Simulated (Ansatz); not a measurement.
## MgO: the volume at rest

MgO in the rock-salt structure, starting from this typed cell of 9.63 Å³ an atom.

```
Mg O
1.0
     0.00000    2.12750    2.12750
     2.12750    0.00000    2.12750
     2.12750    2.12750    0.00000
Mg O
1 1
Direct
  0.00000 0.00000 0.00000
  0.50000 0.50000 0.50000
```

Method (Ansatz, development build): k mesh 6×6×6; fixed occupations; no spin. Cell and atoms are relaxed to zero stress with the symmetry kept and no dispersion correction.

Caveats: coarse k mesh.

**Question.** What volume results under PBE, LDA, PBEsol, and how much do the potentials matter?

**Answer.** 
```tsv
functional	potentials	cutoff (eV)	volume (Å³/atom)	change (%)
PBE	all-electron PAW datasets (no frozen core)	460	9.63	0.0
PBE	Ansatz generated PAW	420	9.63	0.0
PBE	Ansatz hand-made PAW	930	9.63	0.0
PBE	JTH PAW	1380	9.64	0.1
PBE	PseudoDojo norm-conserving	1143	9.61	-0.2
PBE	Ansatz norm-conserving	1240	9.63	0.0
LDA	Ansatz hand-made PAW	930	9.01	-6.4
LDA	PseudoDojo norm-conserving	1143	9.00	-6.5
PBEsol	Ansatz hand-made PAW	930	9.36	-2.8
PBEsol	PseudoDojo norm-conserving	1143	9.35	-2.9
```

From smallest to largest: LDA, PBEsol, PBE.
